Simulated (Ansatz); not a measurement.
Zn3Pt in space group I4/mmm (No. 139; Zn on 4d, Zn on 2b, Pt on 2a), a = 3.7419 Å, b = 3.7419 Å, c = 7.9588 Å, α = 90.00°, β = 90.00°, γ = 90.00°; the cell used has 4 atoms.

Relaxed with r²SCAN.

Task: Which orbitals make up the states near the Fermi level in DFT-r²SCAN in the program Ansatz with PAW potentials?

Result: Within 0.5 eV of the Fermi level: Zn 4s 26 %, Pt 5d 18 %, Pt 6s 7 %, outside the projected shells 46 %. Projections are on Löwdin-orthogonalised atomic valence shells; empty p or d shells of many metals are not among them.

Task: Tabulate the density of states.

Result: States/eV per cell of 4 atoms, in 0.25 eV bins, energy from the Fermi level.

```tsv
E (eV)	total	Zn 3d	Pt 5d	Zn 4s
-7.85	19.45	18.58	0.46	0.27
-7.60	25.42	24.56	0.39	0.32
-7.35	21.43	20.88	0.21	0.23
-7.10	12.01	11.54	0.10	0.25
-6.85	1.50	0.98	0.09	0.30
-6.60	0.97	0.41	0.14	0.31
-6.35	1.35	0.46	0.23	0.53
-6.10	1.47	0.42	0.31	0.62
-5.85	1.43	0.30	0.43	0.56
-5.60	1.36	0.22	0.52	0.45
-5.35	1.36	0.18	0.61	0.37
-5.10	1.57	0.18	0.81	0.31
-4.85	1.63	0.17	0.92	0.26
-4.60	1.69	0.17	1.01	0.23
-4.35	2.70	0.36	1.60	0.50
-4.10	4.29	0.40	3.12	0.45
-3.85	4.33	0.32	3.51	0.21
-3.60	4.76	0.31	4.00	0.13
-3.35	7.60	0.50	6.36	0.25
-3.10	3.98	0.26	3.30	0.13
-2.85	1.29	0.09	1.05	0.05
-2.60	1.67	0.09	1.22	0.14
-2.35	2.78	0.09	1.94	0.25
-2.10	1.70	0.06	0.92	0.29
-1.85	1.37	0.05	0.59	0.31
-1.60	1.26	0.04	0.44	0.32
-1.35	1.22	0.04	0.36	0.34
-1.10	1.31	0.04	0.32	0.38
-0.85	1.22	0.03	0.26	0.35
-0.60	1.23	0.03	0.26	0.34
-0.35	1.08	0.03	0.21	0.30
-0.10	0.91	0.02	0.17	0.24
0.15	0.79	0.02	0.13	0.20
0.40	0.69	0.01	0.11	0.17
0.65	0.63	0.01	0.09	0.15
0.90	0.61	0.01	0.07	0.13
1.15	0.60	0.01	0.07	0.12
1.40	1.05	0.01	0.14	0.20
1.65	0.91	0.01	0.10	0.17
1.90	0.85	0.01	0.09	0.20
2.15	1.68	0.03	0.22	0.59
2.40	1.44	0.02	0.17	0.56
2.65	1.40	0.02	0.14	0.51
2.90	1.28	0.01	0.11	0.42
3.15	1.23	0.01	0.09	0.35
3.40	1.15	0.01	0.07	0.29
3.65	1.11	0.01	0.06	0.26
3.90	1.15	0.01	0.06	0.27
4.15	1.31	0.01	0.06	0.36
4.40	1.23	0.01	0.05	0.31
4.65	1.18	0.01	0.04	0.27
```

The first step of the workflow began from a Materials Project structure, measured or hypothetical; the Crystallography Open Database copy checked does not list it. With Zn and Pt taken as one species the cell has the higher symmetry Fm-3m, so it may be an ordered model of a mixed-site phase. Its standing as an ambient phase is unchecked. Symmetry was held in the r²SCAN relaxation; whether a distortion lowers the energy is not shown. No spin polarisation was allowed. Axis ratios of metals converge slowly with the k-mesh, so a and c are less sure than the volume. Spin–orbit coupling is left out wherever it is not named.

Potentials: the later of the program's two PAW sets.
